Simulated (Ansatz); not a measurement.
# Relaxing NbSb in the wurtzite type

First guess:

```xyz
4
Lattice="4.5559 0.0000 0.0000 -2.2779 3.9455 0.0000 0.0000 0.0000 7.4260" Properties=species:S:1:pos:R:3 pbc="T T T"
Nb    0.0000    2.6303    0.0000
Nb    2.2779    1.3152    3.7130
Sb    0.0000    2.6303    2.7922
Sb    2.2779    1.3152    6.5052
```

The calculation used Ansatz 0.2.0, DFT, PBE, PAW with Ansatz's default frozen-core files, scalar-relativistic.

Cell and atoms relax within the symmetry of the start on a 8×8×5 k mesh with 0.05 eV Fermi–Dirac smearing.

The start is built from a prototype, known or not as a phase of this compound; the cutoff is 420 eV.

No spin–orbit coupling, which matters for the heavy atoms here.

(1) What is the pressure of the first guess?

(2) What does it relax to?

(3) How much energy does the relaxation release?

## Answers

(1) -3.57 GPa.

(2) a = 3.182 Å, b = 3.182 Å, c = 10.135 Å, α = 90.00°, β = 90.00°, γ = 120.00° (conventional cell), 22.22 Å³ per atom:
```xyz
4
Lattice="3.1821 0.0000 0.0000 -1.5910 2.7558 0.0000 0.0000 0.0000 10.1346" Properties=species:S:1:pos:R:3 pbc="T T T"
Nb    0.0000    1.8372    0.4954
Nb    1.5910    0.9186    5.5627
Sb    0.0000    1.8372    3.3152
Sb    1.5910    0.9186    8.3825
```

(3) 566 meV/atom.
